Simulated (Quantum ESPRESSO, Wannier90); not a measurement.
Wannierisation of TaN (P-6m2)

```xyz
2
Lattice="2.9399 0.0000 0.0000 -1.4700 2.5461 0.0000 0.0000 0.0000 2.8902" Properties=species:S:1:pos:R:3 pbc="T T T"
Ta     0.0000     0.0000     1.4451
N     -1.4700     0.8487     0.0000
```

Structure: Materials Project mp-1459, symmetrised, not relaxed again. COD (Crystallography Open Database) has the formula in 5 space groups, this one among them (matched by group alone). Method: PBEsol plane waves in Quantum ESPRESSO 7.5 (PseudoDojo norm-conserving files, 68 Ry, no spin polarisation, no spin-orbit coupling), Bloch states on a 12×12×10 mesh through Γ, Wannier90 4.0.1. Density: 12×12×10 mesh, cold smearing 0.01 Ry. Spin-orbit coupling is left out although heavy elements are present.

A tight-binding model is made by disentanglement and projection with no localisation steps (num_iter = 0), so the 8 orbitals stay atom-like: hydrogen-like Ta: d; N: p, axes along x, y, z; frozen window up to 1.50 eV relative to the Fermi level. It follows pw.x to 1.8 meV rms for states up to 1.0 eV relative to the Fermi level. Matrix elements depend on this choice of orbitals and windows.

Task: Which pairs of orbitals on different sites are coupled most strongly? Give distance, modulus and how many such pairs a cell has.

Result: 
```tsv
orbital	orbital	distance of the centres (Å)	modulus (eV)	pairs
N py	Ta dyz	2.21	1.83	2
Ta dz2	Ta dz2	2.89	1.36	1
N pz	Ta dyz	2.23	1.32	2
N px	Ta dxz	2.22	1.19	4
Ta dx2-y2	Ta dxy	2.66	1.17	2
N pz	Ta dxz	2.23	1.14	4
N py	Ta dxz	2.24	1.12	4
N px	Ta dyz	2.22	1.12	4
N px	Ta dxy	2.13	1.11	2
Ta dx2-y2	Ta dx2-y2	2.94	1.10	1
N pz	Ta dx2-y2	2.36	0.98	2
N py	Ta dx2-y2	2.18	0.97	4
N pz	Ta dxy	2.30	0.85	4
N py	Ta dz2	2.21	0.84	2
N pz	N pz	2.89	0.77	1
N px	Ta dxz	2.25	0.75	2
N pz	Ta dz2	2.23	0.74	6
N px	Ta dz2	2.22	0.72	4
Ta dxy	Ta dz2	2.80	0.71	2
Ta dx2-y2	Ta dz2	2.94	0.70	2
N px	Ta dxy	2.28	0.69	4
N pz	Ta dyz	2.23	0.66	4
Ta dxy	Ta dxy	2.94	0.66	3
N px	N px	2.94	0.65	1
N py	Ta dx2-y2	2.33	0.55	2
Ta dz2	Ta dz2	2.94	0.53	3
Ta dx2-y2	Ta dz2	2.80	0.53	2
Ta dxy	Ta dz2	3.08	0.50	2
N pz	Ta dx2-y2	2.17	0.49	4
N px	N py	2.89	0.47	2
```
